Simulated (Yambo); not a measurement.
Yambo run on CaHI (space group P4/nmm, No. 129). The wavefunctions are LDA (Quantum ESPRESSO, PseudoDojo norm-conserving, 74 Ry, without SOC) ones on a 4×4×1 mesh (18 occupied bands); a = 4.0233 Å, b = 4.0233 Å, c = 9.3431 Å, α = 90.00°, β = 90.00°, γ = 90.00°.

Yambo input:

```
rim_cut
gw0
dyson
el_el_corr
HF_and_locXC
ppa
em1d
RandQpts= 1000000
RandGvec= 1 Ry
EXXRLvcs= 74 Ry
VXCRLvcs= 296 Ry
Chimod= "HARTREE"
% BndsRnXp
 1 | 55 |
%
NGsBlkXp= 8 Ry
% LongDrXp
 1.0 | 1.0 | 1.0 |
%
PPAPntXp= 27.2114 eV
% GbndRnge
 1 | 55 |
%
GTermKind= "BG"
DysSolver= "n"
ExtendOut
% QPkrange
 1 | 1 | 18 | 19 |
 3 | 3 | 18 | 18 |
 6 | 6 | 19 | 19 |
%
```

k points by index: 1 = Γ, 3 = X, 6 = M.

Table of the .qp output:

```
#    K-point    Band    Eo [eV]    E [eV]    E-Eo [eV]    Vxc [eV]    Vnlxc [eV]    Sc|Eo [eV]    Sc|E [eV]    dSc/dw|Eo [eV]    Re(Z)    Im(Z)
#
    1    18    -0.098731    -0.714477    -0.615746    -11.42436    -14.16352    1.983535    2.123420    -6.180479    0.814908    -0.001591
    1    19    3.754466    5.465475    1.711009    -11.63496    -5.978699    -3.580744    -3.945255    -5.796519    0.824388    -0.001412
    3    18    0.000000    -0.552898    -0.552898    -11.48059    -14.08114    1.922834    2.047654    -6.141654    0.815856    -0.001581
    6    19    3.509573    4.790465    1.280892    -9.393156    -4.690627    -3.163645    -3.421637    -5.480153    0.832365    -0.001412
```
(The two width columns are left out.) Convergence of these settings isn't established.

Geometry of the Materials Project entry, not relaxed at this level.

The distance between layers or molecules is the database entry's, not relaxed here. Functionals without dispersion can leave it too large, which widens gaps and weakens the response across layers: the numbers belong to this cell.
